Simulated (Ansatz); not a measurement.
# A run on Ta3N that went wrong

The input below was meant for crystalline Ta3N, with PBE, plane waves and PAW in Ansatz.

```yaml
crystal:
  lattice:
    - [3.0322239879, 0.0, 0.0]
    - [-1.516111994, 2.6259830035, 0.0]
    - [0.0, 0.0, 7.524137]
  atoms:
    - { symbol: Ta, position: [0.0, 0.0, 0.5] }
    - { symbol: Ta, position: [0.3333333333, 0.6666666667, 0.17393] }
    - { symbol: Ta, position: [0.6666666667, 0.3333333333, 0.82607] }
    - { symbol: "N", position: [0.0, 0.0, 0.0] }
basis:
  ecutwfc: 420
kpoints:
  mp_grid: { grid: [15, 15, 6] }
hamiltonian:
  xc: pbe
scf:
  occupations: { method: gaussian, width: 0.1 }
  max_iter: 2
  convergence: { accept_max_iter: true }
  initial_density: { chi_scale: 0, normalization: atom }
output:
  forces: true
  stress: true
  eigenvalues: true
```

The program printed (HF is the Harris–Foulkes energy, dr2 the density residual in eV):

```text
Warning: output.stress: scf.convergence.accept_max_iter lets an SCF close with its threshold on dr2 unmet. What such a close leaves in the stress no threshold then bounds, and a free energy that looks settled does not show it. To mend it, remove scf.convergence.accept_max_iter
Pseudopotential: Ta, paw, valence charge 13, recommended cutoff 420 eV (normal)
Pseudopotential: N, paw, valence charge 5, recommended cutoff 420 eV (normal)
Crystal: 4 atoms, lattice volume = 59.911 Å³
Basis set: ecut = 420 eV, 1189 PW (Γ), exchange–correlation on 48×48×108 points (8 copies of the dense FFT grid, shifted against one another)
Bands: 27, of which v1, the nominal top of the filled ones, is band 22 counted from 1 (21 counted from 0)
Symmetry: 12 space group operations
Space group: P-3m1 (ITA 164), of the structure as read, at distance tolerance 3.9e-5 Å
k-points: 146 of 1350
Initial density: superposition of atomic densities
SCF iter   1: HF=-30184.374884 eV  Δρ=9.85e-2  dr2=7.06e0
SCF iter   2: F=-30182.386904 eV  HF=-30182.712981 eV  Δρ=3.45e-2  dr2=6.47e-1
stopped at the declared iteration budget: scf.max_iter = 2 spent with dr2 = 6.5e-1 eV against the standard gate 1.0e-7 eV (scf.convergence.accept_max_iter; the run is reported unconverged — every observable carries the unconverged density's error)
SCF 1 stopped at its iteration budget after 2 iterations (unconverged): F = -30182.386904 eV  dr2 = 6.47e-1
SCF stopped at the declared iteration budget after 2 iterations (unconverged)
Free energy (F): -30182.386904 eV
E sigma→0 (E₀):  -30182.378766 eV
Entropy (-TS):   -0.016276 eV (-4.069 meV/atom)
Fermi energy:    19.036103 eV
--- Forces (eV/Å), atoms counted from 1 ---
  atom   1  Ta     0.00000000    -0.00000000     0.00000000
  atom   2  Ta     0.00000000     0.00000000     0.11347565
  atom   3  Ta    -0.00000000    -0.00000000    -0.11347565
  atom   4  N     -0.00000000     0.00000000     0.00000000
--- Stress (GPa, compression-positive) ---
        2.288204       0.000000      -0.000000
        0.000000       2.288204      -0.000000
       -0.000000      -0.000000       1.988707
  P = ⅓ Tr σ = 2.1884 GPa (21.884 kbar)
```

**Question.** Which fault does the input hold?
A. Lattice vectors converted from bohr twice
B. Cartesian positions typed as fractional ones
C. An unconverged density accepted at the iteration limit
D. Plain mixing at a large step in a long cell
E. Starting moments far too small

**Answer.** C. The numbers come from a density that isn't self-consistent. The cure is a higher limit and no acceptance.

Fix (which also takes the starting density of the reference run):

```diff
 scf:
-  max_iter: 2
-  convergence: { accept_max_iter: true }
-  initial_density: { chi_scale: 0, normalization: atom }
```

The mended run converges, with a largest force of 0.102 eV/Å, no gap.